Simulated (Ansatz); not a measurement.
LaWN$_{3}$:
```
CELL_PARAMETERS angstrom
      3.93347     0.00000     0.00000
      0.00000     3.93347     0.00000
      0.00000     0.00000     4.13844
ATOMIC_POSITIONS crystal
  La 0.50000 0.50000 0.30697
  W  0.00000 0.00000 0.78442
  N  0.00000 0.50000 0.70918
  N  0.50000 0.00000 0.70918
  N  0.00000 0.00000 0.22651
```

Relaxed with PBEsol. Special points in fractions of this cell's reciprocal vectors: Γ (0.000, 0.000, 0.000); X (0.000, 0.500, 0.000); M (0.500, 0.500, 0.000); Z (0.000, 0.000, 0.500); R (0.000, 0.500, 0.500); A (0.500, 0.500, 0.500).

List the band energies nearest the Fermi level at these points for the program Ansatz at the PBEsol with spin–orbit coupling level (PAW).

In eV from the Fermi level; about four levels below and three above (degenerate sets whole), none deeper than 8.9 eV; points with the same levels are listed once.

```csv
k,below,above
Γ,-0.70 -0.70 -0.58 -0.58,1.84 1.84 2.12 2.12
X,-2.20 -2.20 -1.05 -1.05,2.09 2.09 2.67 2.67
M,-1.50 -1.50 -1.33 -1.33,0.05 0.05 2.86 2.86
Z,-0.42 -0.42 -0.11 -0.11,3.02 3.02 3.15 3.15
R,-1.66 -1.66 -1.45 -1.45,0.02 0.02 2.80 2.80
A,-0.10 -0.10 -0.09 -0.09,0.08 0.08 3.07 3.07
```

Space group P4mm. The workflow started from a Materials Project entry (that database holds measured and hypothetical structures alike); the Crystallography Open Database copy checked does not list it. Its standing as an ambient phase is unchecked. The PBEsol relaxation kept the symmetry of its start; whether a distortion lowers the energy is not shown. No spin polarisation was allowed.

Potentials: the later of the program's two PAW sets.
